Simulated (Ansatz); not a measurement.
4 guesses for Zn3Bi2 and where they end

All numbers below come from Ansatz, DFT PBE, scalar-relativistic, plane waves, PAW. Settings: cutoff 420 eV, Γ-centred meshes spaced at most about 0.3 Å⁻¹, and about 0.25 Å⁻¹ or finer for metals (2π included), Gaussian smearing. No spin polarisation in the final relaxations.

Each guess was relaxed in cell and atoms at zero pressure, within the symmetry of its start. These are static total energies at zero pressure. Coordination counts all near atoms (those within 1.25 times the shortest distance at each site; a plus sign parts nearer from farther groups; a slash parts the counts of unlike sites).

```tsv
guess	made from	start group	V start (Å³/atom)	end group	V end (Å³/atom)	coordination at the end	gap on mesh (eV)	E over the lowest end (meV/atom)
1	Br2Cl3 type	R-3m	28.3	R-3m	32.7	Zn 2, Bi 3	0.74	123
2	Tl2F3 type	Pm-3m	21.3	Pm-3m	30.6	Zn 2, Bi 6/12+8	0	497
3	random cell	P4/mmm	25.8	?	?	?	?	?
4	Cu3Te2 type	P4mm	19.3	P4mm	24.3	Zn 4+5/10, Bi 5/8	0	0
```

Guess 3 as it starts:

```cif
data_structure
_symmetry_space_group_name_H-M 'P4/mmm'
_symmetry_Int_Tables_number 123
_cell_length_a 4.3741
_cell_length_b 4.3741
_cell_length_c 6.7425
_cell_angle_alpha 90.000
_cell_angle_beta 90.000
_cell_angle_gamma 90.000
_cell_volume 129.00
loop_
_atom_site_label
_atom_site_type_symbol
_atom_site_symmetry_multiplicity
_atom_site_Wyckoff_symbol
_atom_site_fract_x
_atom_site_fract_y
_atom_site_fract_z
_atom_site_occupancy
Zn1 Zn 1 a 0.00000 0.00000 0.00000 1
Zn2 Zn 1 b 0.00000 0.00000 0.50000 1
Zn3 Zn 1 d 0.50000 0.50000 0.50000 1
Bi1 Bi 2 h 0.50000 0.50000 0.16934 1
```

Question: Predict the end of this guess and its energy over the lowest end.

Answer: It ends in space group P4/mmm (No. 123), with a = 3.625 Å, c = 9.326 Å, 24.5 Å³/atom and no gap. It lies 82 meV/atom over the lowest end, above guess 4 and below guess 1. Counting all near atoms, this end has Zn 4/4+2/8+4, Bi 5+5 and the lowest (guess 4) has Zn 4+5/10, Bi 5/8.

```
Zn Bi
1.0
     3.62520    0.00000    0.00000
     0.00000    3.62520    0.00000
     0.00000    0.00000    9.32582
Zn Bi
3 2
Direct
  0.00000 0.00000 0.00000
  0.00000 0.00000 0.50000
  0.50000 0.50000 0.50000
  0.50000 0.50000 0.18161
  0.50000 0.50000 0.81839
```

The zero of energy is the elements' standard structures at the same level; no fitted shifts are applied.

Question: Is the lowest end bound against the elements?

Answer: No: its formation energy is +0.12 eV/atom. The separate elements lie lower, so it is unstable against them.

Spin–orbit coupling, which can matter for Bi, is left out. Kohn–Sham gaps at this level usually fall short of measured ones. The missing spin–orbit coupling can work the other way here. Cells relaxed within their symmetry can be saddle points. A lower structure may well exist outside this small set. Some structure types and database cells were kept out of the candidates from the start, so a known form may be missing.
